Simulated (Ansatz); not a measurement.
CdS:
```
CELL_PARAMETERS angstrom
      0.00000     2.96331     2.96331
      2.96331     0.00000     2.96331
      2.96331     2.96331     0.00000
ATOMIC_POSITIONS crystal
  S  0.75000 0.75000 0.75000
  Cd 0.00000 0.00000 0.00000
```

x, y and z are the axes in which the lattice vectors are written.

Task: Give the high-frequency dielectric tensor and the Born effective charge tensors of the independent atoms from DFPT, plane-wave PAW PBE (Ansatz code).

Result: 
ε∞:
```
6.24  0.00  0.00
0.00  6.24  0.00
0.00  0.00  6.24
```
Z* of atom 1 (S), rows: field, columns: displacement, in e:
```
-2.23   0.00   0.00
 0.00  -2.23   0.00
 0.00   0.00  -2.23
```
Z* of atom 2 (Cd), rows: field, columns: displacement, in e:
```
2.23  0.00  0.00
0.00  2.23  0.00
0.00  0.00  2.23
```

Static charges for comparison (Bader): S1 -0.86, Cd2 +0.86 e. Born charges measure polarisation by displacement and can exceed these by far.

Space group F-43m (zinc blende). The PBE relaxation kept the symmetry of its start; phonons on a q-mesh show no instability. Scalar-relativistic: spin–orbit coupling is off unless named, which matters more the heavier the elements.

Potentials: the later of the program's two PAW sets.
